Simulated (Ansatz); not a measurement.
As (A7 type, space group R-3m)

```xyz
2
Lattice="1.8920 1.0924 3.3688 -1.8920 1.0924 3.3688 0.0000 -2.1847 3.3688" Properties=species:S:1:pos:R:3 pbc="T T T"
As     0.0000     0.0000     2.3277
As     0.0000     0.0000     7.7788
```

Two coordinates are scanned: the volume, and the ratio of the stretch along z (the conventional c axis) to the stretch across it. Atoms keep their fractional coordinates.

Method: PBE-D3(BJ) (plane waves to 420 eV, PAW, scalar-relativistic; Ansatz, an electronic-structure program). k mesh 11×11×11 (Γ-centred), Fermi-Dirac smearing 0.05 eV. Compression counts positive. As the atoms are clamped, bonds stretch with the cell, which overstates energies and stresses. With partly filled bands, the response to shear is sensitive to the k mesh, so small differences along c/a are uncertain. As was relaxed with its symmetry unable to fall. The PAW data are Ansatz's earlier set.

At one point of the scan the stress tensor (GPa) is:

```
    0.2      0.0      0.0
    0.0      0.2      0.0
    0.0      0.0      2.8
```

Q: Which point is it?
A. V/V₀ = 0.960, (c/a)/(c/a)₀ = 1.080
B. V/V₀ = 0.960, (c/a)/(c/a)₀ = 0.960
C. V/V₀ = 0.980, (c/a)/(c/a)₀ = 0.960
D. V/V₀ = 1.000, (c/a)/(c/a)₀ = 0.920

A: C, V/V₀ = 0.980, (c/a)/(c/a)₀ = 0.960

(A scan under strain: stresses follow from slopes of the energy per volume, elastic moduli from its curvatures.)
